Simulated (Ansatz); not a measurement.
LaYb₂Al₂, a known structure type with other elements, at an estimated volume

```xyz
5
Lattice="0.0000 4.6214 0.0000 4.6214 0.0000 0.0000 2.3107 2.3107 -5.9302" Properties=species:S:1:pos:R:3 pbc="T T T"
Al    2.3107    4.6214   -2.9651
Al    4.6214    2.3107   -2.9651
La    0.0000    0.0000    0.0000
Yb    2.3107    2.3107   -1.4470
Yb    4.6214    4.6214   -4.4832
```

Single point in Ansatz 0.2.0 with PBE, no spin polarisation. Cutoff 420 eV, PAW datasets, 6×6×6 Γ-centred k mesh, gaussian filling (width 0.0323 eV).

(1) What does the stress say?

(2) What happens at the Fermi level?

(3) How is the charge shared?

(4) Is it stable against the elements?

(5) Where is the largest force?

Origin: a known structure type with other elements, at an estimated volume, so it need not be a known compound. Caveats: no spin polarisation, so a magnetic state may lie lower; f levels without a U or exact exchange are poorly placed.

## Answers

(1) The pressure is 6.2 GPa (compression positive), so with the atoms held at these fractions the cell would first expand. The principal stresses 5.6, 5.6, 7.6 GPa differ, so its shape would change too.

(2) It is a metal, with about 7.4 states/eV a cell as the mean within 0.25 eV of the Fermi level, mostly Yb f (28 %), Yb d (28 %) and La d (20 %).

(3) Bader charges in e: Yb +0.44, La +0.82, Al -0.86. In the mean La gives up most and Al takes most.

(4) 0.20 eV an atom against the elements' usual phases (free molecules for gases, crystals otherwise, with no correction for O₂ or N₂), so at this geometry it isn't bound against them. Relaxing would lower it.

(5) The largest is on Yb4 (and as large on other atoms): 0.41 eV/Å, components (0.00, 0.00, 0.41). It makes 123° with the line to a nearest neighbour, Al1 at 2.76 Å.
